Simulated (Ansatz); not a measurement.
Structure relaxation, TiC

The start is a relaxed TiC cell, doubled along one cell vector, shaken by Gaussian noise of σ = 0.08 Å a coordinate. A full variable-cell relaxation at zero pressure is run with PBE (plane waves to 420 eV, PAW, scalar-relativistic; Ansatz, a program for electronic structure). The first steps use a coarse 5×3×8 k-mesh.

Initial structure:
```
CELL_PARAMETERS angstrom
      5.32733     0.00000     0.00000
     -5.32733     9.22720     0.00000
      0.00000     0.00000     2.97044
ATOMIC_POSITIONS crystal
  Ti 0.50009 0.00181 0.01341
  Ti 0.48035 0.48827 0.00573
  Ti 0.51924 0.25045 0.01228
  Ti 0.48881 0.74113 0.01002
  Ti 0.00395 0.25293 0.00240
  Ti 0.99384 0.74528 0.96495
  C  0.98949 0.01184 0.01964
  C  0.01660 0.49349 0.00941
  C  0.32761 0.34365 0.48320
  C  0.30607 0.82187 0.47082
  C  0.65650 0.17127 0.46666
  C  0.67507 0.67040 0.51939
```

Question: What is the largest force in the starting geometry, and on which atom (counted from 1)?

Answer: About 3.3 eV/Å, on Ti3 (atoms numbered as listed).

Question: How much energy is released per atom?

Answer: 1.15 eV/atom.

Question: How does the volume per atom move from start to end?

Answer: -16.4 %, from 12.17 to 10.17 Å³/atom.

Question: Is the parent structure recovered?

Answer: It does not go back: it reaches Fm-3m (No. 225), rock salt type, 1.08 eV/atom below the parent.

Question: How do the shortest distances between atoms change?

Answer: The closest pairs of elements (up to four, under 3.6 Å), start → end: C–Ti 1.92 → 2.17 Å; Ti–Ti 2.52 → 3.06 Å; C–C 2.92 → 3.06 Å.

Question: What band gap does the relaxed structure have at this level?

Answer: No gap (metallic).

Question: Give the final cell and atomic positions.

Answer: 
Space group Fm-3m (No. 225); a = 4.333 Å, b = 4.333 Å, c = 4.333 Å, α = 90.00°, β = 90.00°, γ = 90.00°

| atom | site | symmetry | x | y | z |
|---|---|---|---|---|---|
| Ti | 4a | m-3m | 0.0000 | 0.0000 | 0.0000 |
| C | 4b | m-3m | 0.5000 | 0.5000 | 0.5000 |
(The calculation used a cell of 2 atoms; values per cell refer to that cell.)

Final values are on a 18×18×18 k-mesh of the relaxed cell. No spin polarisation in the result.

Of the parent cell (P6/mmm (No. 191)): it is a generated cell of TiC: the first start was made by placing the elements on the sites of a structure type, and the end was not matched to a known phase here, so it may be hypothetical. Known forms of TiC include space group No. 225.
